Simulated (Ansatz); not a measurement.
**Profile along the Li–O line in Li2O (anti-fluorite)**

Li$_{2}$O (anti-fluorite)

```cif
data_Li2O
_chemical_formula_sum 'Li2 O1'
_space_group_name_H-M_alt 'P 1'
_space_group_IT_number 1
_cell_length_a 3.27121
_cell_length_b 3.27121
_cell_length_c 3.27121
_cell_angle_alpha 60.000
_cell_angle_beta 60.000
_cell_angle_gamma 60.000
loop_
_space_group_symop_operation_xyz
  'x, y, z'
loop_
_atom_site_label
_atom_site_type_symbol
_atom_site_fract_x
_atom_site_fract_y
_atom_site_fract_z
_atom_site_occupancy
Li1 Li 0.75000 0.75000 0.75000 1
Li2 Li 0.25000 0.25000 0.25000 1
O1 O 0.00000 0.00000 0.00000 1
```

Fields along a shortest Li–O line of a {110} plane (2.00 Å), from Li to O, interpolated on the slice's grid (step about 0.2 Å). Computed with PBE (plane waves to 420 eV, PAW, scalar-relativistic; Ansatz, a program for electronic structure). k mesh 12×12×12. Near the nuclei the fields are pseudised (PAW); where an atom keeps semicore shells as valence, they peak there. Li2O was relaxed with its symmetry unable to fall.

```
distance from Li (Å)  valence electron density (e/Å³)  electron localisation function
--------------------  -------------------------------  ------------------------------
0.00                                             9.50                               x
0.20                                             6.91                               x
0.40                                             2.48                               x
0.60                                             0.38                            0.06
0.80                                             0.21                            0.10
1.00                                             0.36                            0.58
1.20                                             0.79                            0.80
1.40                                             1.94                            0.83
1.60                                             4.41                               x
1.80                                             6.80                               x
2.00                                             7.60                               x
```

x: too close to a nucleus for the ELF to mean much.

Density on the Li–O line (2.00 Å) at its density minimum, 0.8 Å from Li: 0.19 e/Å³. ELF at that point: 0.0. Character of the Li–O contact (rough rule: ELF there above 0.7 covalent, below 0.2 ionic, polar between): closed-shell (ionic).
